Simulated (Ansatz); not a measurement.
AlPt:
```
CELL_PARAMETERS angstrom
      0.00000     2.54789     2.54789
      2.54789     0.00000     2.54789
      2.54789     2.54789     0.00000
ATOMIC_POSITIONS crystal
  Pt 0.00000 0.00000 0.00000
  Al 0.50000 0.50000 0.50000
```

Relaxed with r²SCAN.

Map the electron localisation function on the plane through (0.000, 0.000, 0.000) spanned by u = [1, 0, 0] and v = [0, 1, -1] in lattice vectors, from r²SCAN in the plane-wave PAW code Ansatz.

x is the fraction of u, y of v (the angle between them is 90°; rows are the nearest grid lines); atoms in the plane: Pt at (0.00, 0.00), Al at (0.50, 0.50).
```
|9999754433344579999|
|9998654433344568999|
|9987545544455457899|
|9875556665666555789|
|7655567766677655567|
|5545688754578865455|
|4456788410148876544|
|4456774100014776544|
|3346651002001566433|
|3345640010100465433|
|3346651002001566433|
|4456774100014776544|
|4456788410148876544|
|5545688754578865455|
|7655567766677655567|
|9875556665666555789|
|9987545544455457899|
|9998654433344568999|
|9999754433344579999|
```
Scale: ten equal steps from 0.011 (start of '0') to 0.683 (end of '9'), in the order '0123456789'; x runs from 0.000 to 1.00, y from 0.000 (bottom) to 1.00 (top).

The density is the valence pseudo-density with augmentation charge, so density and ELF within about 1 Å of a nucleus are not all-electron values.

Space group Fm-3m (rock salt). The start of the workflow was typed in or built on a structure type; neither database checked (COD, Materials Project) lists it. Its standing as an ambient phase is unchecked. Symmetry was held in the r²SCAN relaxation; whether a distortion lowers the energy is not shown. The run is not spin-polarised. Spin–orbit coupling is left out wherever it is not named.

Potentials: the later of the program's two PAW sets.
